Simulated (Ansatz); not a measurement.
Geometry optimisation in Ansatz: input, command and trajectory.

```yaml
crystal:
  lattice:
    - [0.0, 4.1867706764, 4.1867706764]
    - [4.1867706764, 0.0, 4.1867706764]
    - [4.1867706764, 4.1867706764, 0.0]
  atoms:
    - { symbol: Sr, position: [0.625, 0.625, 0.625] }
    - { symbol: Sr, position: [0.125, 0.625, 0.625] }
    - { symbol: Sr, position: [0.625, 0.625, 0.125] }
    - { symbol: Sr, position: [0.625, 0.125, 0.625] }
    - { symbol: Be, position: [0.0, 0.0, 0.0] }
    - { symbol: Be, position: [0.25, 0.25, 0.25] }
basis:
  ecutwfc: 420
kpoints:
  mp_grid: { grid: [4, 4, 4] }
hamiltonian:
  xc: pbe
scf:
  occupations: { method: gaussian, width: 0.1 }
  lower_state_search: "off"
output:
  forces: true
  stress: true
  eigenvalues: true
relax:
  adjacent_minimum: "off"
  f_tol: 0.04
  max_steps: 70
  cell: { stress_tol: 0.4 }
```

```bash
ansatz run input.yaml --threads 1 --pin off --max-ram 2560MiB --backend cpu --events-out ev --progress --plain --runs-dir out
```

Computed with DFT PBE, scalar-relativistic, plane waves, PAW (Ansatz 0.2.0).

Of 6 frames 6 are shown, positions in Å and forces in eV/Å; the SCF threshold varies from step to step. Steps run on the plane waves of an earlier cell, with a Pulay correction in the pressure. The basis is chosen afresh for the last frame, the zero of the energies, and at times for earlier ones too; energy and pressure step there, also at an unchanged geometry. Here that happened at step 6 (-4 meV/atom, 0.1 GPa); the frames before carry an error of that size.

```xyz
6
Lattice="0.0000 4.1868 4.1868 4.1868 0.0000 4.1868 4.1868 4.1868 0.0000" Properties=species:S:1:pos:R:3:forces:R:3 pbc="T T T" step=1 free_energy_over_end_meV_per_atom=390.35 pressure_GPa=11.67
Sr    5.2335    5.2335    5.2335    0.0000    0.0000    0.0000
Sr    5.2335    3.1401    3.1401    0.0000    0.0000    0.0000
Sr    3.1401    3.1401    5.2335    0.0000    0.0000    0.0000
Sr    3.1401    5.2335    3.1401    0.0000    0.0000    0.0000
Be    0.0000    0.0000    0.0000    0.0000    0.0000    0.0000
Be    2.0934    2.0934    2.0934    0.0000    0.0000    0.0000
6
Lattice="0.0000 4.3909 4.3909 4.3909 0.0000 4.3909 4.3909 4.3909 0.0000" Properties=species:S:1:pos:R:3:forces:R:3 pbc="T T T" step=2 free_energy_over_end_meV_per_atom=184.81 pressure_GPa=6.37
Sr    5.4886    5.4886    5.4886    0.0000    0.0000    0.0000
Sr    5.4886    3.2932    3.2932    0.0000    0.0000    0.0000
Sr    3.2932    3.2932    5.4886    0.0000    0.0000    0.0000
Sr    3.2932    5.4886    3.2932    0.0000    0.0000    0.0000
Be    0.0000    0.0000    0.0000    0.0000    0.0000    0.0000
Be    2.1954    2.1954    2.1954    0.0000    0.0000    0.0000
6
Lattice="0.0000 4.5950 4.5950 4.5950 0.0000 4.5950 4.5950 4.5950 0.0000" Properties=species:S:1:pos:R:3:forces:R:3 pbc="T T T" step=3 free_energy_over_end_meV_per_atom=67.75 pressure_GPa=3.05
Sr    5.7437    5.7437    5.7437    0.0000    0.0000    0.0000
Sr    5.7437    3.4462    3.4462    0.0000    0.0000    0.0000
Sr    3.4462    3.4462    5.7437    0.0000    0.0000    0.0000
Sr    3.4462    5.7437    3.4462    0.0000    0.0000    0.0000
Be    0.0000    0.0000    0.0000    0.0000    0.0000    0.0000
Be    2.2975    2.2975    2.2975    0.0000    0.0000    0.0000
6
Lattice="0.0000 4.7991 4.7991 4.7991 0.0000 4.7991 4.7991 4.7991 0.0000" Properties=species:S:1:pos:R:3:forces:R:3 pbc="T T T" step=4 free_energy_over_end_meV_per_atom=13.70 pressure_GPa=1.00
Sr    5.9989    5.9989    5.9989    0.0000    0.0000    0.0000
Sr    5.9989    3.5993    3.5993    0.0000    0.0000    0.0000
Sr    3.5993    3.5993    5.9989    0.0000    0.0000    0.0000
Sr    3.5993    5.9989    3.5993    0.0000    0.0000    0.0000
Be    0.0000    0.0000    0.0000    0.0000    0.0000    0.0000
Be    2.3995    2.3995    2.3995    0.0000    0.0000    0.0000
6
Lattice="0.0000 4.9549 4.9549 4.9549 0.0000 4.9549 4.9549 4.9549 0.0000" Properties=species:S:1:pos:R:3:forces:R:3 pbc="T T T" step=5 free_energy_over_end_meV_per_atom=3.71 pressure_GPa=-0.06
Sr    6.1937    6.1937    6.1937    0.0000    0.0000    0.0000
Sr    6.1937    3.7162    3.7162    0.0000    0.0000    0.0000
Sr    3.7162    3.7162    6.1937    0.0000    0.0000    0.0000
Sr    3.7162    6.1937    3.7162    0.0000    0.0000    0.0000
Be    0.0000    0.0000    0.0000    0.0000    0.0000    0.0000
Be    2.4775    2.4775    2.4775    0.0000    0.0000    0.0000
6
Lattice="0.0000 4.9549 4.9549 4.9549 0.0000 4.9549 4.9549 4.9549 0.0000" Properties=species:S:1:pos:R:3:forces:R:3 pbc="T T T" step=6 free_energy_over_end_meV_per_atom=0.00 pressure_GPa=0.05
Sr    6.1937    6.1937    6.1937    0.0000    0.0000    0.0000
Sr    6.1937    3.7162    3.7162    0.0000    0.0000    0.0000
Sr    3.7162    3.7162    6.1937    0.0000    0.0000    0.0000
Sr    3.7162    6.1937    3.7162    0.0000    0.0000    0.0000
Be    0.0000    0.0000    0.0000    0.0000    0.0000    0.0000
Be    2.4775    2.4775    2.4775    0.0000    0.0000    0.0000
```

The start puts this composition into another compound's structure type, which needn't suit it. The cell swells from 24.5 to 40.5 Å³ an atom, so the end can be far from any stable crystal. At the end the space group is Fd-3m (tolerance 0.05 Å).

Time: 19 s on 1 thread of Arm Neoverse V1, on a shared host, peak memory 0.43 GiB.

The k mesh is coarse.